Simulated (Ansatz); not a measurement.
TlCl (CsCl type, Pm-3m), the program Ansatz at the PBE+D3(BJ) level (PAW): ε∞ = 4.98, cell volume 60.12 Å³. Infrared-active transverse modes:

| ω_TO (cm⁻¹) | oscillator strength S_xx (e²/amu) |
|---|---|
| 7.5 | 0.1286 |

Task: Compute the static dielectric constant.

Result: Each mode adds (4.921e7/V) S/ω²: 1890.77. So ε0 = 1900.

Task: What LO frequency does the Lyddane–Sachs–Teller relation give?

Result: ω_LO = ω_TO √(ε0/ε∞) = 145 cm⁻¹.

The cell was relaxed with PBE+D3(BJ) under the symmetry of its start; phonons on a q-mesh show weakly imaginary modes. Spin–orbit coupling is left out wherever it is not named.

Potentials: the later of the program's two PAW sets.
